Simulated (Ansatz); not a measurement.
TiSiB (Cmcm), relaxed with r²SCAN (Ansatz, a program for electronic structure, plane waves, PAW): a = 3.298 Å, b = 13.200 Å, c = 3.055 Å, α = 90.00°, β = 90.00°, γ = 90.00°.

```
Property        Result
--------------  ------
ΔH_f (eV/atom)   -0.68
```

### Question
The same phase is relaxed and computed with PBEsol in the same code. What are the cell and these values now?

### Answer
a = 3.275 Å, b = 13.154 Å, c = 3.051 Å, α = β = γ = 90.00°.

- ΔH_f (eV/atom): -0.76

Typed or built starts, not in the databases checked: TiSiB, Cmcm (Si on 4c, B on 4c, Ti on 4c). All cells were relaxed under the symmetry of their starts (and spin orders); stability against distortions was not tested throughout. Rows with no word on spin ran without spin polarisation.

Potentials: the later of the program's two PAW sets.

Ansatz is a plane-wave DFT program.

Formation energies count from the lowest solids of the elements computed at the same level, not from gases.
